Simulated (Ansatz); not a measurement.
## CdCP2 (ordering on zincblende): the band gap by level of theory

All numbers come from the plane-wave code Ansatz. No magnetic order and no zero-point or thermal motion; the cell was built from a prototype and may be hypothetical.

Structure: an ordered 8-atom cell of CdCP2 on the zincblende lattice (I-42d), at its r2SCAN minimum. The symmetry is I-42d (No. 122, tetragonal); conventional cell a = 5.496 Å, c = 8.409 Å, 15.87 Å³ an atom. Around Cd lie 4 P at 2.57 Å; around P lie 2 C at 1.93 Å and 2 Cd at 2.57 Å; around C lie 4 P at 1.93 Å.

```xyz
8
Lattice="-2.7479 2.7479 4.2046 2.7479 -2.7479 4.2046 2.7479 2.7479 -4.2046" Properties=species:S:1:pos:R:3 pbc="T T T"
Cd    0.0000    0.0000    0.0000
P     1.8997    1.3739    1.0512
Cd    0.0000    2.7479    2.1023
P     1.3739   -0.8481    3.1535
C     0.0000    0.0000    4.2046
P     0.8481    1.3739    5.2558
C     2.7479    0.0000    2.1023
P    -1.3739    0.8481    3.1535
```

Relaxed lattice by functional, symmetry kept:

| functional | k mesh | a (Å) | c (Å) | volume (Å³/atom) |
| --- | --- | --- | --- | --- |
| PBE | 6×6×6 | 5.515 | 8.474 | 16.11 |
| r2SCAN | 6×6×6 | 5.496 | 8.409 | 15.87 |

Band edges at fixed r2SCAN geometry:

| level | k mesh | gap (eV) | kind | edges | least direct gap (eV) |
| --- | --- | --- | --- | --- | --- |
| PBE | 6×6×6 | 0.10 | indirect | S₀–Γ (0.07) → Γ | 0.19 |
| PBE+SOC | 6×6×6 | 0.09 | indirect | (0.339, -0.341, 0.341) → Γ | 0.19 |
| r2SCAN | 6×6×6 | 0.31 | indirect | (0.339, -0.341, 0.341) → Γ | 0.34 |
| HSE06 | 4×4×4 | 0.67 | indirect | (0.339, -0.341, 0.341) → Γ | 0.74 |

All runs use a smearing of 0.02 eV.
Wave cutoffs: 420 eV, 500 eV (r2SCAN).
Points off the special ones are mesh points or PBE's searched band edges, reused at the other levels. Gaps under 0.1 eV (PBE, PBE+SOC) can't be told from a closed one: the bands may be in normal order or already inverted, which a gap's size doesn't show.

HSE06 gives an indirect gap of 0.67 eV, from k = (0.339, -0.341, 0.341) to Γ; the least direct gap is 0.74 eV at Γ. Spin-orbit coupling changes the PBE gap by -0.01 eV, to 0.09 eV.

r2SCAN covers 36 % of the step from PBE to HSE06. For gaps to 0.1 eV, spin-orbit coupling (up to 0.01 eV here) can be left out. Direct and least gap lie within 0.04 eV at some levels, so the kind of gap isn't settled.

Only the levels marked +SOC include spin-orbit coupling.

Coordinates of k points refer to the reciprocal vectors of the primitive cell of the runs.

The meshes of the hybrids are coarse, so their gaps aren't converged to the digits shown.
